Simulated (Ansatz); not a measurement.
This is a one-shot G0W0 calculation with the plane-wave code Ansatz on SiGe as one 4-atom ordering (R-3m) on the diamond lattice; the level of theory is G0W0@r2SCAN with 321 empty bands, a screening cutoff of 140 eV and a 4×4×4 mesh. Cell and atoms come from a relaxation with r2SCAN.

input.yaml:
```yaml
crystal:
  lattice:
    - [1.9627184945, 1.1331760511, 6.4105976063]
    - [-1.9627184945, 1.1331760511, 6.4105976063]
    - [0.0, -2.2663521023, 6.4105976063]
  atoms:
    - { symbol: Si, position: [0.1861189418, 0.1861189418, 0.1861189418] }
    - { symbol: Ge, position: [0.6889769731, 0.6889769731, 0.6889769731] }
    - { symbol: Si, position: [0.8138810582, 0.8138810582, 0.8138810582] }
    - { symbol: Ge, position: [0.3110230269, 0.3110230269, 0.3110230269] }
kpoints:
  mp_grid: { grid: [4, 4, 4] }
hamiltonian:
  xc: r2scan
scf:
  occupations: { method: fixed }
gw:
  n_empty_bands: 321
  ecut_chi: 140
  qp_bands: [v2, c2]
  qp_kpoints: band_edges
  screening: { model: contour_deformation }
```

Run as `ansatz run input.yaml --threads 2 --pin off --max-ram 3686MiB --backend cpu --events-out ev --progress --plain --runs-dir out`. It took 5.7 min on 2 threads of Arm Neoverse V1, on a shared host, load about 0.7 per core; peak host memory 1.1 GiB.

Main lines of the log:
```
Functional definition: r2SCAN
Crystal: 4 atoms, lattice volume = 85.547 Å³
Basis set: ecut = 500 eV, 2135 PW (Γ)
Bands: 22, of which v1, the nominal top of the filled ones, is band 18 counted from 1 (17 counted from 0)
Symmetry: 12 space group operations
Space group: R-3m (ITA 166)
k-points: 13 of 64
preconditioner: auto → Resta (q_TF=auto, 2.362 Å⁻¹)  ε∞=4.5  [insulator: Δε(μ)=0.787 eV  ℏωp=16.1 eV]
SCF 1 converged in 6 iterations: F = -9883.683087 eV  dr2 = 2.95e-8
SCF converged after 6 iterations
Free energy (F): -9883.683087 eV
Fermi energy:    7.420923 eV
--- Per-component energies (eV) ---
  E_band       = -323.986132
  E_kinetic    = 303.394539
  E_local      = -6119.094265
  E_nonlocal   = 890.505605
  E_hartree    = 2741.551912
  E_xc         = -241.291313
  E_vxc        = -235.390927
  E_paw        = -5108.106312
  E_vpaw       = -657.985733
  E_vtau       = 11.485559
  E_ewald      = -2348.318900
  E_core_change = -2.324397
--- Band table (eV; the first three rows and the last of 13) ---
  k-point 0: bands = […, -0.2623, 5.8391, 5.8391, 7.3163, 7.4209, 7.4209, 8.2398, 9.5802, 9.9161, 9.9161]
  k-point 1: bands = […, -0.0922, 3.0715, 3.6067, 5.1265, 5.8893, 5.9655, 9.1081, 9.8044, 10.7845, 12.0274]
  k-point 2: bands = […, 0.1059, 0.3314, 3.4747, 3.6061, 4.6835, 5.0959, 8.6535, 9.4581, 11.8639, 12.3420]
  k-point 12: bands = […, 2.6233, 3.1309, 6.1119, 6.1119, 6.7726, 6.7726, 8.9581, 9.0609, 10.6724, 10.6724]
--- G₀W₀: contour deformation, 7 samples at zero and on the imaginary axis and 1 off it, 64 q-points, 321 empty bands' worth ---
    ik  band        ε_KS         Σx   Σc(E_QP)       V_xc       Z   E_QP_lin       E_QP  E_QP is
     0    17      7.4209   -15.5017     0.8674   -14.2698  0.7769     7.0538     7.0565  root
     0    18      7.4209   -15.5017     0.8674   -14.2698  0.7769     7.0538     7.0565  root
     0    19      8.2398    -9.5377    -3.9619   -13.5902  0.7799     8.3306     8.3304  root
     0    20      9.5802    -9.9785    -4.4465   -14.4583  0.7642     9.6135     9.6135  root
     2    17      4.6835   -14.8426     1.8908   -12.5683  0.7429     4.2959     4.3001  root
     2    18      5.0959   -15.3110     1.6494   -13.3250  0.7570     4.7562     4.7592  root
     2    19      8.6535    -5.9986    -4.0580   -10.0161  0.7745     8.6130     8.6129  root
     2    20      9.4581    -7.7751    -4.0287   -11.7563  0.7830     9.4106     9.4106  root
     3    17      6.4498   -14.8163     0.8929   -13.5899  0.7709     6.1141     6.1163  root
     3    18      6.5077   -15.1810     1.0900   -13.7383  0.7702     6.1522     6.1550  root
     3    19      8.9056    -8.4800    -3.9209   -12.4299  0.7817     8.9346     8.9346  root
     3    20      9.0148    -7.1218    -4.0746   -11.1613  0.7722     8.9797     8.9797  root
     6    17      5.9323   -14.9833     1.1455   -13.4979  0.7663     5.5898     5.5923  root
     6    18      5.9760   -15.3040     1.3383   -13.6034  0.7649     5.6106     5.6138  root
     6    19      8.1944    -6.6532    -3.8617   -10.4618  0.7836     8.1413     8.1412  root
     6    20      8.2551    -6.7809    -3.6912   -10.3847  0.7873     8.1678     8.1676  root
     7    17      7.1052   -15.3378     0.9300   -14.0635  0.7747     6.7585     6.7610  root
     7    18      7.1052   -15.3378     0.9300   -14.0635  0.7747     6.7585     6.7610  root
     7    19      8.5978    -8.8978    -4.0207   -12.9402  0.7763     8.6196     8.6195  root
     7    20      9.5209    -8.9517    -4.3389   -13.3709  0.7691     9.6013     9.6012  root
     8    17      5.2623   -14.7203     1.3695   -13.0132  0.7587     4.9222     4.9248  root
     8    18      5.9215   -15.3030     1.3401   -13.6187  0.7651     5.5744     5.5772  root
     8    19      8.5210    -6.9867    -3.7980   -10.7569  0.7795     8.4932     8.4932  root
     8    20      9.8772    -7.2122    -4.2760   -11.4838  0.7710     9.8728     9.8728  root
     9    17      4.7658   -14.7877     1.4634   -12.9991  0.7533     4.4376     4.4406  root
     9    18      5.6078   -15.2002     1.4610   -13.3829  0.7611     5.2482     5.2514  root
     9    19      8.3497    -6.3271    -3.9195   -10.1868  0.7802     8.2899     8.2898  root
     9    20      9.4763    -8.3135    -4.0434   -12.3423  0.7753     9.4618     9.4618  root
    11    17      4.8918   -14.8819     1.5609   -12.9802  0.7547     4.5480     4.5510  root
    11    18      4.8996   -14.8694     1.5651   -12.9606  0.7540     4.5528     4.5559  root
    11    19      8.9633    -7.0152    -3.8598   -10.8278  0.7827     8.9161     8.9160  root
    11    20      9.0692    -7.0564    -3.8695   -10.8603  0.7816     9.0037     9.0036  root
    12    17      6.7726   -15.4469     1.0539   -14.0691  0.7736     6.4463     6.4487  root
    12    18      6.7726   -15.4469     1.0539   -14.0691  0.7736     6.4463     6.4487  root
    12    19      8.9581    -7.7889    -4.1862   -11.9524  0.7663     8.9354     8.9354  root
    12    20      9.0609    -9.7591    -4.1474   -14.0113  0.7812     9.1659     9.1656  root
```

The rows of the band table are 0: (0, 0, 0) = Γ, 1: (0, 0, 1/4), 2: (0, 0, -1/2), 12: (-1/2, -1/2, -1/2).

The points are ik 0 = (0, 0, 0) (Γ), ik 2 = (0, 0, -1/2), ik 3 = (0, 1/4, 1/4), ik 6 = (0, -1/2, -1/2), ik 7 = (1/4, 1/4, 1/4), ik 8 = (1/4, 1/4, -1/2), ik 9 = (1/4, 1/4, -1/4), ik 11 = (1/4, -1/2, -1/4), ik 12 = (-1/2, -1/2, -1/2); band 18 is the last filled one.

Over the mesh points the r2SCAN gap of 0.77 eV becomes a quasiparticle gap of 1.08 eV (Γ to k = (0, -1/2, -1/2)), a change of +0.31 eV. Renormalisation factors Z lie between 0.74 and 0.79. No extrapolation in bands, cutoff or mesh was made for G0W0.

These are computed values for a spin-unpolarised cell that may be hypothetical; none is a measurement.

Spin-orbit coupling is left out.

For so narrow a gap this mesh doesn't settle the screening, and the bands and cutoff are finite.
